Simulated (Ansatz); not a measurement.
Cu:
```xyz
1
Lattice="0.0000 1.8144 1.8144 1.8144 0.0000 1.8144 1.8144 1.8144 0.0000" Properties=species:S:1:pos:R:3 pbc="T T T"
Cu     0.0000     0.0000     0.0000
```

Relaxed with PBE. Special points in fractions of this cell's reciprocal vectors: Γ (0.000, 0.000, 0.000); X (0.500, 0.000, 0.500); U (0.625, 0.250, 0.625); K (0.375, 0.375, 0.750); L (0.500, 0.500, 0.500); W (0.500, 0.250, 0.750).

List the band energies nearest the Fermi level at these points for PBE (plane waves, PAW; program Ansatz).

In eV from the Fermi level; about four levels below and three above (degenerate sets whole), none deeper than 8.9 eV; … stands for higher levels left out; points with the same levels are listed once.

| k | below | above |
|---|---|---|
| Γ | -3.03 -3.03 -3.03 -2.21 -2.21 | 22.45 … |
| X | -4.42 -1.67 -1.51 -1.51 | 1.40 6.96 … |
| U | -4.07 -2.78 -2.08 -1.70 | 4.22 5.61 … |
| L | -3.07 -3.07 -1.65 -1.65 -1.08 | 3.63 … |
| W | -3.54 -3.54 -2.26 -1.51 | 6.07 6.07 … |

Space group Fm-3m (fcc (Cu type)). Symmetry was held in the PBE relaxation. No spin polarisation was allowed.

Potentials: the later of the program's two PAW sets.
